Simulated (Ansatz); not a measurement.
Input:

Starting cell, TiSi₂ (C49 type, space group Cmcm):

```
CELL_PARAMETERS angstrom
      1.77297    -6.78252     0.00000
      1.77297     6.78252     0.00000
      0.00000     0.00000     3.57969
ATOMIC_POSITIONS crystal
  Si 0.94084 0.05916 0.75000
  Si 0.05916 0.94084 0.25000
  Si 0.25028 0.74972 0.75000
  Si 0.74972 0.25028 0.25000
  Ti 0.60320 0.39680 0.75000
  Ti 0.39680 0.60320 0.25000
```

Scan: atom 1 (Si, nearest neighbour Si at 2.404 Å; its periodic images, 3.5 Å or more away, move with it) is displaced along Cartesian [111], direction (0.577, 0.577, 0.577) in Cartesian axes, by s. The other atoms stay.

The numbers are results of PBE (plane waves to 420 eV, PAW, scalar-relativistic; Ansatz, an electronic-structure program), not measurements. k mesh 11×11×11 (Γ-centred), Fermi-Dirac smearing 0.05 eV. E stands for the smeared free energy. Left out: 1 of 11 points, with atoms too close for the PAW data. With partly filled bands, energies and forces of such displacements shift with the k mesh and the smearing. The PAW data are Ansatz's earlier set. This is one of several known forms of TiSi2; the measured ambient cells at hand have space group No. 70. TiSi2 is run without spin polarisation. TiSi2 was relaxed with its symmetry unable to fall. The zero of ΔE is the undisplaced structure.

The scan covers s from -0.720 to 0.576 Å in 10 points.

Question: Is this a single well or a double well?

Answer: A single well with its minimum at or next to zero displacement.

Question: Is the energy the same for displacements of ±0.576 Å, and if not, which side lies higher?

Answer: Not even: the negative side lies higher at ±0.576 Å. With its periodic images moving along, the atom's site symmetry in this cell is mm2.

Question: What force acts on the atom along the line at s = -0.720 Å?

Answer: 12.1 eV/Å.

Question: What is the force constant k = d²E/ds² of this move at s = 0?

Answer: 10.1 eV/Å².

(A displaced cell: forces are minus the slopes of the energy, force constants its curvatures, and phonons follow from these.)
